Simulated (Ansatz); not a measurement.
**Levels of theory for Ga2BAs3 (ordering on zincblende)**

All numbers come from Ansatz 0.2.0. Values at 0 K without nuclear motion; no magnetic order is allowed, and the phase may be a hypothetical one.

The cell is Ga2BAs3 as one 6-atom ordering (P3m1) on the zincblende lattice; cell and atoms were relaxed with r2SCAN. It is trigonal, P3m1 (No. 156); a = 3.809 Å, c = 9.414 Å in the conventional setting, 19.71 Å³ an atom. Around B lie 4 As at 2.07–2.29 Å; around Ga lie 4 As at 2.38–2.45 Å; around Ga lie 4 As at 2.38–2.43 Å; around As lie 3 B at 2.29 Å and 1 Ga at 2.45 Å; around As lie 4 Ga at 2.38–2.43 Å; around As lie 1 B at 2.07 Å and 3 Ga at 2.38 Å.

```cif
data_structure
_symmetry_space_group_name_H-M 'P3m1'
_symmetry_Int_Tables_number 156
_cell_length_a 3.8089
_cell_length_b 3.8089
_cell_length_c 9.4135
_cell_angle_alpha 90.000
_cell_angle_beta 90.000
_cell_angle_gamma 120.000
_cell_volume 118.27
loop_
_atom_site_label
_atom_site_type_symbol
_atom_site_symmetry_multiplicity
_atom_site_Wyckoff_symbol
_atom_site_fract_x
_atom_site_fract_y
_atom_site_fract_z
_atom_site_occupancy
B1 B 1 a 0.00000 0.00000 0.00612 1
Ga1 Ga 1 c 0.66667 0.33333 0.67763 1
Ga2 Ga 1 b 0.33333 0.66667 0.32272 1
As1 As 1 c 0.66667 0.33333 0.93744 1
As2 As 1 b 0.33333 0.66667 0.58041 1
As3 As 1 a 0.00000 0.00000 0.22568 1
```

Relaxed lattice by functional, symmetry kept:
```csv
functional,k mesh,a (Å),c (Å),volume (Å³/atom)
PBE,12×12×4,3.848,9.523,20.35
r2SCAN,12×12×4,3.809,9.414,19.71
```

On this one geometry the levels give:
```csv
level,k mesh,gap (eV),kind,edges,least direct gap (eV),rough cost
PBE,12×12×4,0.12,direct,Γ,0.12,50 core-seconds
PBE+SOC,12×12×4,0.01,direct,Γ,0.01,4 core-minutes
r2SCAN,12×12×4,0.34,direct,Γ,0.34,90 core-seconds
HSE06,6×6×2,0.78,direct,Γ,0.78,5 core-minutes
```
All runs use a smearing of 0.02 eV.
Wave cutoffs: 420 eV, 500 eV (r2SCAN). Gaps under 0.1 eV (PBE+SOC) can't be told from a closed one: the bands may be in normal order or already inverted, which a gap's size doesn't show.
Costs come from shared machines and give only the order; PBE's includes the band path. The runs had 4 threads of Arm Neoverse V2, with other jobs on the host.

With HSE06 the gap is 0.78 eV and direct, at Γ. Spin-orbit coupling changes the PBE gap by -0.106 eV, to 0.01 eV. With so small a gap spin-orbit coupling can invert the bands, which the size of the gap doesn't show: the edges may have crossed and parted again.

r2SCAN covers 34 % of the step from PBE to HSE06, while HSE06 needs about 4 times r2SCAN's rough cost (on a coarser mesh). Spin-orbit coupling moves the least or the direct gap by up to 0.11 eV, so it has to be included where a tenth of an eV counts. Among these functionals the gap stays direct.

Only the levels marked +SOC include spin-orbit coupling.
